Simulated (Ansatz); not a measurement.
NaCl (CsCl type), relaxed and computed with several functionals in Ansatz (plane waves, PAW). Much of their spread follows the volume that each gives.

```tsv
functional	V (Å³/atom)	B₀ by P(V) fit (GPa)
PBEsol	20.48	28.7
r²SCAN	20.72	29.4
HSE06	21.11	?
LDA	19.12	34.9
```

Fit a straight line to ln B₀ against ln V and predict the withheld value.

Least squares on the 3 shown rows: ln B₀ = -2.38 × ln V + (10.571), with a scatter of 2 %. For HSE06 this gives 27.5. The run itself gave 27.1, within the scatter.

Not the usual ambient phase: NaCl, CsCl type. Unstable at this level: NaCl, CsCl type with PBEsol; NaCl, CsCl type with r²SCAN; NaCl, CsCl type with LDA. All cells were relaxed under the symmetry of their starts (and spin orders); stability against distortions was not tested throughout.

Potentials: the later of the program's two PAW sets.

Ansatz (a program for electronic structure) is a plane-wave DFT program.
